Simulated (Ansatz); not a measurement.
# Notes on YCu₅

```
Cu Y
1.0
     4.95995    0.00000    0.00000
    -2.47997    4.29544    0.00000
     0.00000    0.00000    4.06012
Cu Y
5 1
Direct
  0.50000 0.00000 0.50000
  0.50000 0.50000 0.50000
  0.00000 0.50000 0.50000
  0.33330 0.66670 0.00000
  0.66660 0.33330 0.00000
  0.00000 0.00000 0.00000
```

The numbers come from plane-wave PAW DFT (Ansatz): r2SCAN, with U_eff = 3.32 eV on Cu d (all-electron-ortho-atomic projectors), no spin polarisation, 500 eV, 8×8×8 Γ-centred k points, gaussian occupations (width 0.0775 eV). Nothing was relaxed.

Question: Is the cell too large or too small?

Answer: The pressure is 3.0 GPa (compression positive), so with the atoms held at these fractions the cell would first expand. The principal stresses 1.3, 3.8, 3.8 GPa differ, so its shape would change too.

Question: What happens at the Fermi level?

Answer: It is a metal, with about 2.7 states/eV a cell as the mean within 0.25 eV of the Fermi level, mostly Y d (36 %), Cu s (26 %) and Cu d (16 %).

Question: Describe some of the short contacts.

Answer: Cu–Cu at 2.48 Å: least valence density 0.30 e/Å³ and ELF 0.21 there. Cu–Y at 2.86 Å: least valence density 0.18 e/Å³ and ELF 0.13 there. These are pseudo-fields; inside the PAW spheres they differ from the all-electron ones.

Question: How is the charge shared?

Answer: Bader charges in e: Y +1.77, Cu -0.40 to -0.32. In the mean Y gives up most and Cu takes most.

Question: Are the atoms at rest?

Answer: The forces vanish by the symmetry of the sites.

Origin: a database entry at a rescaled volume. Caveats: a Hubbard term without moments, so a magnetic state may lie lower.
